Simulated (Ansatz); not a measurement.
Input:

ScF3:
```xyz
8
Lattice="2.8103 1.6226 4.6603 -2.8103 1.6226 4.6603 0.0000 -3.2451 4.6603" Properties=species:S:1:pos:R:3 pbc="T T T"
Sc     0.0000     0.0000     6.9905
Sc     0.0000     0.0000     0.0000
F      1.2643    -1.0554     8.1556
F     -1.2643     1.0554     5.8254
F      0.2818     1.6226     8.1556
F     -0.2818    -1.6226     5.8254
F     -1.5461    -0.5672     8.1556
F      1.5461     0.5672     5.8254
```

This is the r²SCAN-relaxed structure. Tensor components refer to the Cartesian frame of this cell.

Q: All from r²SCAN (plane waves, PAW; program Ansatz), unless another level is named. Predict the highest zone-centre frequency (without LO–TO term).

A: 78.9 meV.

Q: And the Hill bulk and shear moduli?

A: 9.7 and 22.2 GPa.

Q: And the elastic constants (relaxed ions, GPa)?

A: C11 = 39.8, C12 = -26.7, C13 = 7.2, C14 = -14.4, C33 = 60.2, C44 = 26.1.

Space group R-3c. The workflow started from a Materials Project entry (that database holds measured and hypothetical structures alike); the Crystallography Open Database copy checked does not list it. COD files the formula under space group No. 155, 191, 194, 221. Its standing as an ambient phase is unchecked. The cell was relaxed with r²SCAN under the symmetry of its start; its stability against distortions is not shown here. The run is not spin-polarised.

Potentials: the earlier of the program's two PAW sets. The files were generated under PBE; for other functionals the program regenerates the frozen cores, and for LDA and PBEsol the local potential too.
